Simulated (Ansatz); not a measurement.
**Computed properties of Li$_{2}$Pd**

Li2Pd:
```yaml
crystal:
  lattice:
    - [4.19031, 0.00000, 0.00000]
    - [-2.09515, 3.62891, 0.00000]
    - [0.00000, 0.00000, 2.67544]
  atoms:
    - { symbol: Pd, position: [0.00000, 0.00000, 0.00000] }
    - { symbol: Li, position: [0.33333, 0.66667, 0.50000] }
    - { symbol: Li, position: [0.66667, 0.33333, 0.50000] }
```

Space group P6/mmm (No. 191); conventional cell a = 4.1903 Å, b = 4.1903 Å, c = 2.6754 Å, α = 90.00°, β = 90.00°, γ = 120.00°.

Method: DFT-PBEsol in the program Ansatz with PAW potentials. The cell and atoms are relaxed at this level. Other levels are named where they apply.

### Cell and energy

| Quantity | Result |
|---|---|
| Volume per atom | 13.56 Å³ |
| Density | 4.91 g/cm³ |
| Formation energy from the elements (no fitted shifts) | -0.33 eV/atom |

### Electronic structure

| Item | Result |
|---|---|
| Electronic character | metallic (no gap) |
| Density of states at the Fermi level | 0.24 states/eV per atom (mean over ±0.08 eV) |
| Gap with spin–orbit coupling | none (metallic) |

### Mechanics

| Quantity | Result |
|---|---|
| Bulk modulus (Birch–Murnaghan fit) | 53.1 GPa |
| Pressure derivative B′ | 4.0 |
| Elastic constants (relaxed ions, GPa) | C11 = 83.1, C12 = 35.2, C13 = 26.4, C33 = 175, C44 = 15.4 |
| Mechanical stability | stable (all eigenvalues of C positive) |
| Hill bulk and shear moduli | 55.3 and 24.7 GPa |
| Young's modulus | 64.6 GPa |
| Poisson's ratio | 0.31 |
| Debye temperature from the elastic constants | 313 K |

### Phonons

| Quantity | Result |
|---|---|
| Highest zone-centre frequency | 480 cm⁻¹ |
| Zone-centre stability | unstable, softest mode 106i cm⁻¹ |

The workflow started from an entry of the Crystallography Open Database (COD). Its standing as an ambient phase is unchecked. Symmetry was held in the PBEsol relaxation. No spin polarisation was allowed. As this level gives no gap, shear constants depend on the k-mesh and smearing (Fermi–Dirac, 0.1 eV here). As this level gives no gap, phonon frequencies hold no LO–TO term and depend on the k-mesh and smearing (Fermi–Dirac, 0.1 eV here). Axis ratios of metals converge slowly with the k-mesh, so a and c are less sure than the volume. On the denser mesh and wider smearing of the elastic run this cell carries a stress of 0.5 GPa. The references are the lowest solids computed at this level, not always the standard phases. Scalar-relativistic: spin–orbit coupling is off unless named, which matters more the heavier the elements.

Potentials: the later of the program's two PAW sets.
